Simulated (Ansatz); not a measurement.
Total density of states per atom from plane-wave PAW r²SCAN+D4 (Ansatz code), in 0.25 eV bins, energy from the valence-band maximum:

```
E (eV) | states/eV/atom
    -7.85 |  0.00
    -7.60 |  0.00
    -7.35 |  0.00
    -7.10 |  0.00
    -6.85 |  0.00
    -6.60 |  0.00
    -6.35 | # 0.03
    -6.10 | ############## 0.60
    -5.85 | ############## 0.62
    -5.60 | ##################### 0.91
    -5.35 | ################# 0.75
    -5.10 | ####### 0.31
    -4.85 | ################# 0.75
    -4.60 | ###################### 0.98
    -4.35 | ################# 0.74
    -4.10 | ############## 0.61
    -3.85 | ################## 0.79
    -3.60 | ###################### 0.95
    -3.35 | ####################### 1.02
    -3.10 | ############## 0.62
    -2.85 | ################## 0.78
    -2.60 | #################### 0.88
    -2.35 | ######################### 1.11
    -2.10 | ############################## 1.32
    -1.85 | ######################### 1.09
    -1.60 | ###################### 0.98
    -1.35 | ######### 0.37
    -1.10 | ##################### 0.94
    -0.85 | ########## 0.42
    -0.60 |  0.02
    -0.35 | #### 0.17
    -0.10 | ############## 0.63
     0.15 |  0.00
     0.40 |  0.00
     0.65 |  0.00
     0.90 |  0.00
     1.15 |  0.00
     1.40 |  0.00
     1.65 | # 0.03
     1.90 | ######## 0.36
     2.15 | ############### 0.66
     2.40 | ############################# 1.26
     2.65 | ############### 0.68
     2.90 | ############################# 1.26
     3.15 | ###################### 0.97
     3.40 | ############################# 1.27
     3.65 | ############### 0.65
     3.90 | ############ 0.52
     4.15 | ####### 0.31
     4.40 | #### 0.19
     4.65 | ####### 0.29
     4.90 | ##### 0.23
     5.15 | ### 0.14
     5.40 |  0.01
     5.65 | # 0.03
     5.90 | ## 0.08
     6.15 | #### 0.17
     6.40 | ####### 0.32
```

Q: Pick the material that matches.
A. CrSBr, Pmmn (Cr on 2b, S on 2a, Br on 2a)
B. WS2, P6_3/mmc (W on 2c, S on 4f)
C. HgIBr, Cmc2_1 (Hg on 4a, I on 4a, Br on 4a)
D. NbS2Br2, C2/m (Nb on 4g, S on 4i, S on 4i, Br on 8j)

A: D, NbS2Br2, C2/m (Nb on 4g, S on 4i, S on 4i, Br on 8j). Top 1 eV of the valence band: Nb 4d 49 %, S 3p 27 %, Br 4p 21 %. Bottom 1 eV of the conduction band: Nb 4d 52 %, S 3p 31 %, Br 4p 9 %. Projections are on Löwdin-orthogonalised atomic valence shells; empty p or d shells of many metals are not among them.

The first step of the workflow began from a Materials Project structure, measured or hypothetical; the Crystallography Open Database copy checked does not list it. Its standing as an ambient phase is unchecked. The cell was relaxed with r²SCAN+D4 under the symmetry of its start; whether a distortion lowers the energy is not shown. The run is not spin-polarised. Spin–orbit coupling is left out wherever it is not named.

Potentials: the later of the program's two PAW sets.
